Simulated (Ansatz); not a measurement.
Starting cell, SnO (litharge type, space group P4/nmm):

```
CELL_PARAMETERS angstrom
      3.77006     0.00000     0.00000
      0.00000     3.77006     0.00000
      0.00000     0.00000     4.55986
ATOMIC_POSITIONS crystal
  Sn 0.50000 0.00000 0.25348
  Sn 0.00000 0.50000 0.74652
  O  0.00000 0.00000 0.00000
  O  0.50000 0.50000 0.00000
```

In this cell atom 3 (O, nearest neighbour Sn at 2.211 Å; its periodic images, 3.8 Å or more away, move with it) is moved by s along Cartesian z, unit vector (0.000, 0.000, 1.000); all other atoms and the cell stay fixed.

These are PBEsol-D3(BJ) (plane waves to 420 eV, PAW, scalar-relativistic; Ansatz, an electronic-structure program) values and carry that method's errors. k mesh 10×10×8 (Γ-centred), Fermi-Dirac smearing 0.05 eV. Energies are smeared free energies. With partly filled bands, energies and forces of such displacements shift with the k mesh and the smearing. SnO was relaxed with its symmetry unable to fall. ΔE is measured from the undisplaced structure. The last digit holds for this mesh only.

```
s (Å)   ΔE (meV/cell)
------  -------------
-0.440          650.3
-0.352          425.6
-0.264       withheld
-0.176          109.4
-0.088           27.5
0.000             0.0
0.088            27.5
0.176           109.4
0.264        withheld
0.352           425.6
0.440           650.3
```

### Question
Fit an even polynomial form (powers 2, 4) to the given rows and predict ΔE at s = 0.264.

### Answer
Least squares on the 9 given rows: ΔE = (3568)·s² + (-1080)·s⁴, in meV/cell with s in Å; root-mean-square residual 0.07 meV/cell. At 0.264 the fit gives 243.4 meV/cell; the calculation gives 243.4 meV/cell, the same to the digits shown. The quadratic term alone would give 248.7 meV/cell.

(A displaced cell: forces are minus the slopes of the energy, force constants its curvatures, and phonons follow from these.)
